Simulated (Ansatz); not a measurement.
TlBiTe$_{2}$:
```
TlBiTe2
1.0
    2.25008     1.29908     7.69550
   -2.25008     1.29908     7.69550
    0.00000    -2.59817     7.69550
Tl Bi Te
1 1 2
Cartesian
  0.00000   0.00000  11.54325
  0.00000   0.00000   0.00000
  0.00000   0.00000  17.15338
  0.00000   0.00000   5.93311
```

x, y and z are the axes in which the lattice vectors are written.

Task: Give the high-frequency dielectric tensor and the Born effective charge tensors of the independent atoms from DFPT, PBEsol in the plane-wave PAW code Ansatz.

Result: 
ε∞:
```
32.8  0.00  0.00
0.00  32.8  0.00
0.00  0.00  29.7
```
Z* of atom 1 (Tl), rows: field, columns: displacement, in e:
```
2.39  0.00  0.00
0.00  2.39  0.00
0.00  0.00  4.37
```
Z* of atom 2 (Bi), rows: field, columns: displacement, in e:
```
8.52  0.00  0.00
0.00  8.52  0.00
0.00  0.00  4.31
```
Z* of atom 3 (Te), rows: field, columns: displacement, in e:
```
-5.45   0.00   0.00
 0.00  -5.45   0.00
 0.00   0.00  -4.34
```

Space group R-3m. The workflow started from a Materials Project entry (that database holds measured and hypothetical structures alike); the Crystallography Open Database files this formula in space group No. 166, but the cells were not matched. Whether it is the stable phase at ambient conditions was not checked. Symmetry was held in the PBEsol relaxation; its stability against distortions is not shown here. Spin–orbit coupling is left out wherever it is not named.

Potentials: the later of the program's two PAW sets.
